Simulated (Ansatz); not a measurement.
**One input, then a changed one: BiP (zincblende type)**

First run: DFT, PBEsol, PAW with Ansatz's default frozen-core files, scalar-relativistic (Ansatz 0.2.0).

Command: `ansatz run input.yaml --threads 1 --pin off --max-ram 2048MiB --backend cpu --events-out ev --progress --plain --runs-dir out` It took 8 s on 1 thread of Arm Neoverse N1, on a shared host, peak memory 0.33 GiB.

```yaml
crystal:
  lattice:
    - [0.0, 2.8158594802, 2.8158594802]
    - [2.8158594802, 0.0, 2.8158594802]
    - [2.8158594802, 2.8158594802, 0.0]
  atoms:
    - { symbol: Bi, position: [0.0, 0.0, 0.0] }
    - { symbol: P, position: [0.25, 0.25, 0.25] }
kpoints:
  mp_grid: { grid: [11, 11, 11] }
scf:
  occupations: { method: fermi_dirac, width: 0.05 }
hamiltonian:
  xc: pbesol
  pseudopotentials: { kind: paw }
output:
  forces: true
  stress: true
  eigenvalues: true
  populations: true
```

The cell comes from a relaxation on PAW files under the same functional, begun from a prototype that needn't be the stable phase.

This run: volume at 0.68 of the series' base cell.

It converges in 6 SCF iterations at a pressure of 38.3 GPa, cutoff 420 eV.

The input is then changed:

```diff
   occupations: { method: fermi_dirac, width: 0.05 }
+  mixing: { preconditioner: resta }
+  algorithm: direct_min
 hamiltonian:
```

Problem. Predict the outcome of the changed run.

Solution. It converges in 4 SCF iterations at a pressure of 38.3 GPa, cutoff 420 eV, free energy 0.0 meV/atom against the first run's.
